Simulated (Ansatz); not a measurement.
A structure of SnS relaxed with PBEsol (plane waves to 420 eV, PAW, scalar-relativistic; Ansatz, an electronic-structure program); single points at other levels follow on the same geometry (Ansatz, PAW; PBEsol+SOC at 420 eV on a 14×14×14 k-mesh; spin-orbit coupling only where +SOC is written). Space group Fm-3m (No. 225).

```
CELL_PARAMETERS angstrom
      0.00000     2.87200     2.87200
      2.87200     0.00000     2.87200
      2.87200     2.87200     0.00000
ATOMIC_POSITIONS crystal
  S  0.50000 0.50000 0.50000
  Sn 0.00000 0.00000 0.00000
```

| level | gap (eV) | kind | conduction minimum |
|---|---|---|---|
| PBEsol | 0.13 | direct | k = (0, 0.0714, -0.4286) |
| PBEsol+SOC | ? | ? | ? |

Question: What belongs in the gaps?

Answer: 
- PBEsol+SOC, gap (eV): 0.20
- PBEsol+SOC, kind: direct
- PBEsol+SOC, conduction minimum: k = (0, 0.0714, -0.4286)

The shift from spin-orbit coupling is approximate. No spin polarisation in the result.

It was reached from a disturbed copy of a F-43m (No. 216) cell (zinc blende type), against which it lies -0.33 eV/atom.

The first start was generated by placing the elements on the sites of a structure type. A measured structure of SnS has the same space group, Fm-3m (No. 225); the sites were not compared with it. Another known form has space group No. 62.
